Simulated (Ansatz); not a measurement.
BiAu$_{2}$ (cubic Laves (MgCu2 type), space group No. 227), the program Ansatz at the r²SCAN level (PAW), all energies at zero smearing, with the estimated change up to a 700 eV cutoff added, with one set of potentials and settings (totals compare only within such a set). Cell of 6 atoms (2 Bi, 4 Au): -77476.034 eV.

```tsv
element	reference phase	E (eV/atom)
Bi	R-3m, 2 atoms in the cell	-12411.0586
Au	Fm-3m, 1 atoms in the cell	-13163.5078
```

Formation energy per atom, worked out: (-77476.034 − 2×(-12411.0586) − 4×(-13163.5078))/6 = 0.019 eV/atom (2 kJ per mol of atoms), at 0 K, without zero-point energy or fitted corrections.

Space group Fd-3m (cubic Laves (MgCu2 type)). The workflow started from a Materials Project entry (that database holds measured and hypothetical structures alike); the Crystallography Open Database files this formula in space group No. 227, but the cells were not matched. Its standing as an ambient phase is unchecked. The cell was relaxed with r²SCAN under the symmetry of its start; its stability against distortions is not shown here. The references are the lowest solids computed at this level, not always the standard phases. Spin–orbit coupling is left out wherever it is not named.

Potentials: the later of the program's two PAW sets.
